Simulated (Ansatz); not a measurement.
Sn:
```
CELL_PARAMETERS angstrom
      3.31480     0.00000     0.00000
     -1.65740     2.87070     0.00000
      0.00000     0.00000     5.67752
ATOMIC_POSITIONS crystal
  Sn 0.33333 0.66667 0.75000
  Sn 0.66667 0.33333 0.25000
```

Relaxed with r²SCAN. Special points in fractions of this cell's reciprocal vectors: Γ (0.000, 0.000, 0.000); M (0.500, 0.000, 0.000); K (0.333, 0.333, 0.000); A (0.000, 0.000, 0.500); L (0.500, 0.000, 0.500); H (0.333, 0.333, 0.500).

Q: List the band energies nearest the Fermi level at these points for r²SCAN with spin–orbit coupling (plane waves, PAW; program Ansatz).

A: In eV from the Fermi level; about four levels below and three above (degenerate sets whole), none deeper than 8.9 eV; points with the same levels are listed once.

```tsv
k	below	above
Γ	-7.59 -7.59 -5.06 -5.06	6.38 6.38 7.00 7.00
M	-2.03 -2.03 -0.87 -0.87	1.33 1.33 2.60 2.60
K	-0.77 -0.77 -0.48 -0.48	0.05 0.05 0.89 0.89
A	–	0.39 0.39 0.39 0.39
L	-4.39 -4.39 -4.39 -4.39	3.52 3.52 3.52 3.52
H	-2.21 -2.21 -1.95 -1.95	4.85 4.85 4.98 4.98
```

Space group P6_3/mmc (hcp (Mg type)). The start of the workflow was typed in or built on a structure type; neither database checked (COD, Materials Project) lists it. It is not the phase usual at ambient conditions (space group No. 141). The cell keeps a stress of up to 0.2 GPa. The r²SCAN relaxation kept the symmetry of its start; its stability against distortions is not shown here.

Potentials: the earlier of the program's two PAW sets.
